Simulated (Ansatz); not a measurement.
CuPt:
```xyz
2
Lattice="1.3569 0.7834 4.2669 -1.3569 0.7834 4.2669 0.0000 -1.5668 4.2669" Properties=species:S:1:pos:R:3 pbc="T T T"
Cu     0.0000     0.0000     0.0000
Pt     0.0000     0.0000     6.4004
```

Relaxed with r²SCAN.

Problem. Map the valence electron density (e/Å³), cut off at 7 on the plane through (0.000, 0.000, 0.000) spanned by u = [1, 0, 0] and v = [0, 1, -1] in lattice vectors, from plane-wave PAW r²SCAN (Ansatz code).

Solution. x is the fraction of u, y of v (the angle between them is 90°; rows are the nearest grid lines); atoms in the plane: Cu at (0.00, 0.00), Pt at (0.50, 0.50).
```
|999510000000000000015999|
|999410000000000000014999|
|999200000000000000002999|
|984100000112211000001489|
|321000001235532100000123|
|000000002479974200000000|
|000000013799997310000000|
|000000014999999410000000|
|000000015999999510000000|
|000000014999999410000000|
|000000013799997310000000|
|000000002479974200000000|
|321000001235532100000123|
|984100000112211000001489|
|999200000000000000002999|
|999410000000000000014999|
|999510000000000000015999|
```
Scale: ten equal steps from 0.194 (start of '0') to 7.00 (end of '9'), in the order '0123456789'; x runs from 0.000 to 1.00, y from 0.000 (bottom) to 1.00 (top).

The density is the valence pseudo-density with augmentation charge, so density and ELF within about 1 Å of a nucleus are not all-electron values.

Space group R-3m. The first step of the workflow began from a Materials Project structure, measured or hypothetical; the Crystallography Open Database copy checked does not list it. With Cu and Pt taken as one species the cell has the higher symmetry Fm-3m, so it may be an ordered model of a mixed-site phase. Its standing as an ambient phase is unchecked. Symmetry was held in the r²SCAN relaxation; of distortions, only those at the zone centre were tested. The run is not spin-polarised. Spin–orbit coupling is left out wherever it is not named.

Potentials: the later of the program's two PAW sets.
